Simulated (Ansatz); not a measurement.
Re:
```
Re
1.0
    2.75908     0.00000     0.00000
   -1.37954     2.38943     0.00000
    0.00000     0.00000     8.90978
Re
4
Cartesian
  0.00000   0.00000   0.00000
  0.00000   0.00000   4.45489
  0.00000   1.59296   2.22745
  1.37954   0.79648   6.68234
```

Relaxed with r²SCAN. Special points in fractions of this cell's reciprocal vectors: Γ (0.000, 0.000, 0.000); M (0.500, 0.000, 0.000); K (0.333, 0.333, 0.000); A (0.000, 0.000, 0.500); L (0.500, 0.000, 0.500); H (0.333, 0.333, 0.500).

Task: List the band energies nearest the Fermi level at these points for the program Ansatz at the r²SCAN level (PAW).

Result: In eV from the Fermi level; about four levels below and three above (degenerate sets whole), none deeper than 8.9 eV; points with the same levels are listed once.

```
k                                below                above
-  -----------------------------------  -------------------
Γ              -1.28 -1.28 -1.17 -1.17       0.41 0.72 0.72
M              -2.90 -2.24 -2.10 -0.86       0.33 0.36 1.07
K              -2.36 -2.33 -0.07 -0.07       1.76 1.76 3.12
A  -1.51 -1.51 -1.51 -1.51 -1.24 -1.24  1.27 1.27 1.27 1.27
L              -1.46 -1.46 -0.77 -0.77  0.24 0.24 2.85 2.85
H              -2.37 -2.37 -0.03 -0.03  1.16 1.16 3.36 3.36
```

Space group P6_3/mmc (dhcp (α-La type)). The workflow started from a Materials Project entry (that database holds measured and hypothetical structures alike). Its sites differ from those of the usual phase in this space group: another stacking or structure type. The cell was relaxed with r²SCAN under the symmetry of its start; of distortions, only those at the zone centre were tested. The run is not spin-polarised. Spin–orbit coupling is left out wherever it is not named.

Potentials: the later of the program's two PAW sets.
